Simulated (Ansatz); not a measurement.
The relaxed structure here is a generated cell of ZrRh: the first start was made by a random draw of sites in a space group, and the end was not matched to a known phase here, so it may be hypothetical.

The end point of a relaxation of ZrRh. Computed with PBE (plane waves to 420 eV, PAW, scalar-relativistic; Ansatz, a program for electronic structure).

```
CELL_PARAMETERS angstrom
      0.00000     2.69302     2.69302
      2.69302     0.00000     2.69302
      2.69302     2.69302     0.00000
ATOMIC_POSITIONS crystal
  Rh 0.50000 0.50000 0.50000
  Zr 0.00000 0.00000 0.00000
```

Question: Determine the symmetry and give the standard cell with its independent sites.

Answer: Space group Fm-3m (No. 225); a = b = c = 5.386 Å, α = β = γ = 90.00°

```csv
atom,site,symmetry,x,y,z
Rh,4b,m-3m,0.5000,0.5000,0.5000
Zr,4a,m-3m,0.0000,0.0000,0.0000
```

This is the rock salt type.

Question: Give the shortest distances between elements (the closest pairs, up to four, under 3.6 Å).

Answer: Rh–Zr 2.69 Å.

- Volume per atom = 19.53 Å³
- Band gap = no gap (metallic)

No spin polarisation in the result.

The run could not lose the symmetry of its start, so the end can be a saddle point.

All atoms sit on sites fixed by symmetry, so only the cell could relax.
